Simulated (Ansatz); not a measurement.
SiGe in space group I-4m2 (No. 119; Pearson symbol tI20), PBE in the plane-wave PAW code Ansatz. The conduction-band minimum lies at Γ, with 1 equivalent valley. Second derivatives d²E/dk² of the lowest band at one valley (eV·Å²), along Cartesian directions:

```json
[
 {"direction": "[100]", "d²E/dk²": "42.17"},
 {"direction": "[010]", "d²E/dk²": "42.17"},
 {"direction": "[001]", "d²E/dk²": "5.627"},
 {"direction": "[110]", "d²E/dk²": "42.21"},
 {"direction": "[101]", "d²E/dk²": "23.91"},
 {"direction": "[011]", "d²E/dk²": "23.91"}
]
```

Question: Find the principal effective masses, the density-of-states mass and the conductivity mass.

Answer: Off-diagonal terms follow from H_xy = H[110] − (H_xx + H_yy)/2, and m*/mₑ = 7.620 eV·Å² over each eigenvalue: 0.18, 0.18, 1.4. One valley's DOS mass (m₁m₂m₃)^(1/3) = 0.35, conductivity mass 3/(Σ 1/mᵢ) = 0.25 mₑ.

Question: What effective density of states Nc follows at 300 K for parabolic valleys?

Answer: Nc = 2.509e19 × 1 × (0.35)^(3/2) ≈ 5.2e18 cm⁻³.

The start of the workflow was typed in or built on a structure type; neither database checked (COD, Materials Project) lists it. Its standing as an ambient phase is unchecked. The PBE relaxation kept the symmetry of its start; its stability against distortions is not shown here. Scalar-relativistic: spin–orbit coupling is off unless named, which matters more the heavier the elements.

Potentials: the earlier of the program's two PAW sets.

Edges and masses are those of Kohn–Sham bands, whose gap is no quasiparticle gap.
